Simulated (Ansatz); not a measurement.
One crystal and one scan (scan of one atom of the cell) at two levels, PBE (plane waves to 420 eV, PAW, scalar-relativistic; Ansatz, a quantum-chemistry and plane-wave program) and PBEsol (plane waves to 420 eV, PAW, scalar-relativistic; Ansatz), each from its own relaxed cell and on its own mesh. The cell shown is that of PBE.

LiF (rock salt)

```yaml
crystal:
  lattice:
    - [0.00000, 2.03393, 2.03393]
    - [2.03393, 0.00000, 2.03393]
    - [2.03393, 2.03393, 0.00000]
  atoms:
    - { symbol: F, position: [0.00000, 0.00000, 0.00000] }
    - { symbol: Li, position: [0.50000, 0.50000, 0.50000] }
```

In each cell atom 1 (F, nearest neighbour Li at 2.034 Å; its periodic images, 2.9 Å or more away, move with it) moves by s·(0.707, 0.707, 0.000) (along Cartesian [110]), the rest being held.

Energies are smeared free energies. LiF was relaxed with its symmetry unable to fall. Percentages come from the unrounded values. Both scans cover s from -0.200 to 0.200 Å.

Results of PBE:

- Lattice constant a (Å) = 4.068
- Band gap of the relaxed cell, no spin-orbit coupling (eV) = 8.83
- Energy at s = 0.200 Å (meV/cell) = 28.0
- Force along the line at s = -0.200 Å (eV/Å) = 0.295
- Force constant k = d²E/ds² at s = 0 (finite differences) (eV/Å²) = 1.32
- Zone-centre optical wavenumber from k (transverse: no LO-TO term) (cm⁻¹) = 266
- Symmetry of the curve = even: the same for both signs
- Shape of the curve = a single well with its minimum at or next to zero displacement

What does PBEsol give for the same quantities?


```json
[
 {"quantity": "Lattice constant a (Å)", "PBEsol": "4.008", "PBE − PBEsol": "+0.060 (+1.5 %)"},
 {"quantity": "Band gap of the relaxed cell, no spin-orbit coupling (eV)", "PBEsol": "9.05", "PBE − PBEsol": "-0.22 (-2.4 %)"},
 {"quantity": "Energy at s = 0.200 Å (meV/cell)", "PBEsol": "35.3", "PBE − PBEsol": "-7.3 (-21 %)"},
 {"quantity": "Force along the line at s = -0.200 Å (eV/Å)", "PBEsol": "0.369", "PBE − PBEsol": "-0.074 (-20 %)"},
 {"quantity": "Force constant k = d²E/ds² at s = 0 (finite differences) (eV/Å²)", "PBEsol": "1.68", "PBE − PBEsol": "-0.36 (-21 %)"},
 {"quantity": "Zone-centre optical wavenumber from k (transverse: no LO-TO term) (cm⁻¹)", "PBEsol": "300", "PBE − PBEsol": "-34 (-11 %)"}
]
```

PBE gives the higher value for: lattice constant a. PBE gives the lower value for: band gap of the relaxed cell, no spin-orbit coupling; energy at s = 0.200 Å; force along the line at s = -0.200 Å; force constant k = d²E/ds² at s = 0; zone-centre optical wavenumber from k. Both give the same symmetry of the curve: even: the same for both signs. Neither level is exact: the differences show how much the result hangs on the functional.

(For displaced atoms, the force is minus the slope of the energy, and its curvature is a force constant, which sets phonon frequencies.)
